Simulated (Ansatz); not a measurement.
CdSiN2:
```cif
data_Cd3N6Si3
_chemical_formula_sum 'Cd3 Si3 N6'
_space_group_name_H-M_alt 'R-3m :H'
_space_group_IT_number 166
_space_group_name_Hall '-R 3 2"'
_cell_length_a 2.89394
_cell_length_b 2.89394
_cell_length_c 16.39650
_cell_angle_alpha 90.000
_cell_angle_beta 90.000
_cell_angle_gamma 120.000
loop_
_atom_site_label
_atom_site_type_symbol
_atom_site_symmetry_multiplicity
_atom_site_Wyckoff_symbol
_atom_site_fract_x
_atom_site_fract_y
_atom_site_fract_z
_atom_site_occupancy
Cd1 Cd 3 a 0.00000 0.00000 0.00000 1
Si1 Si 3 b 0.00000 0.00000 0.50000 1
N1 N 6 c 0.00000 0.00000 0.22626 1
```
(The calculation used a cell of 4 atoms; values per cell refer to that cell.)

This is the PBEsol-relaxed structure.

Problem. All from PBEsol in the plane-wave PAW code Ansatz, unless another level is named. Give the Born charges (a third of the trace).

Solution. Cd +2.54, Si +3.96, N -3.25 e.

Problem. Give the electronic dielectric constant ε∞ (DFPT).

Solution. 7.71 (xx = yy), 11.5 (zz).

Problem. Next, the static dielectric constant ε0 (ions relaxed, cell fixed)?

Solution. 65.7 (xx = yy), 25.6 (zz).

The start of the workflow was typed in or built on a structure type; neither database checked (COD, Materials Project) lists it. Its standing as an ambient phase is unchecked. The PBEsol relaxation kept the symmetry of its start; its stability against distortions is not shown here. Scalar-relativistic: spin–orbit coupling is off unless named, which matters more the heavier the elements.

Potentials: the earlier of the program's two PAW sets. The files were generated under PBE; for other functionals the program regenerates the frozen cores, and for LDA and PBEsol the local potential too.
